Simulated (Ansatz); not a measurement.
A scan (energy over volume and axial ratio; atoms clamped) gave these values. Computed with PBE (plane waves to 420 eV, PAW, scalar-relativistic; Ansatz, a first-principles code).

The shear modulus C′ = (C11 − C12)/2 (fit, atoms clamped) comes out as 180 GPa.

Task: Of these crystals, all scanned alike, which one is it?
(A) InAs (zinc blende)
(B) Ir (fcc, Cu type)
(C) GaAs (zinc blende)

Result: B, Ir (fcc, Cu type). The others have, for the shear modulus C′ = (C11 − C12)/2: GaAs 29 GPa, InAs 16 GPa

All were relaxed with their symmetry unable to fall. At this level the bands of InAs touch or barely overlap; measurements give the solid a gap. Ir is run without spin polarisation. Spin-orbit coupling is left out. With partly filled bands, the response to shear is sensitive to the k mesh, so small differences along c/a are uncertain.

(A scan under strain: stresses follow from slopes of the energy per volume, elastic moduli from its curvatures.)
